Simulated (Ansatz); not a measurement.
GaPt3:
```
CELL_PARAMETERS angstrom
     -2.74867     2.74867     3.96386
      2.74867    -2.74867     3.96386
      2.74867     2.74867    -3.96386
ATOMIC_POSITIONS crystal
  Ga 0.25000 0.75000 0.50000
  Ga 0.75000 0.25000 0.50000
  Pt 0.29356 0.20644 0.50000
  Pt 0.70644 0.79356 0.50000
  Pt 0.20644 0.70644 0.91287
  Pt 0.79356 0.29356 0.08713
  Pt 0.25000 0.25000 0.00000
  Pt 0.75000 0.75000 0.00000
```

Relaxed with r²SCAN. Special points in fractions of this cell's reciprocal vectors: Γ (0.000, 0.000, 0.000); X (0.000, 0.000, 0.500); P (0.250, 0.250, 0.250); N (0.000, 0.500, 0.000); M (0.500, 0.500, -0.500); S (0.370, 0.630, -0.370); S0 (-0.370, 0.370, 0.370); R (-0.240, 0.240, 0.500); G (0.500, 0.500, -0.240).

Q: List the band energies nearest the Fermi level at these points for DFT-r²SCAN in the program Ansatz with PAW potentials.

A: In eV from the Fermi level; about four levels below and three above (degenerate sets whole), none deeper than 8.9 eV; points with the same levels are listed once.

```json
[
 {"k": "Γ", "below": "-0.78 -0.78 -0.44 -0.28", "above": "0.29 0.62 0.62"},
 {"k": "X", "below": "-0.99 -0.90 -0.75 -0.74", "above": "0.49 1.40 1.53"},
 {"k": "P", "below": "-0.82 -0.82 -0.59 -0.59", "above": "2.40 2.40 2.88 2.88"},
 {"k": "N", "below": "-1.40 -1.40 -0.42 -0.42", "above": "0.71 0.71 1.69 1.69"},
 {"k": "M", "below": "-1.99 -1.99 -1.97 -1.21 -0.41", "above": "0.45 1.65 1.65"},
 {"k": "S", "below": "-1.13 -0.79 -0.77 -0.15", "above": "1.60 2.82 3.56"},
 {"k": "R", "below": "-1.03 -0.82 -0.51 -0.33", "above": "2.36 2.78 3.02"}
]
```

Space group I4/mcm. The workflow started from a Materials Project entry (that database holds measured and hypothetical structures alike); the Crystallography Open Database copy checked does not list it. COD files the formula under space group No. 127, so this cell is another polymorph or a model. Whether it is the stable phase at ambient conditions was not checked. Symmetry was held in the r²SCAN relaxation; whether a distortion lowers the energy is not shown. No spin polarisation was allowed. Spin–orbit coupling is left out wherever it is not named.

Potentials: the later of the program's two PAW sets.
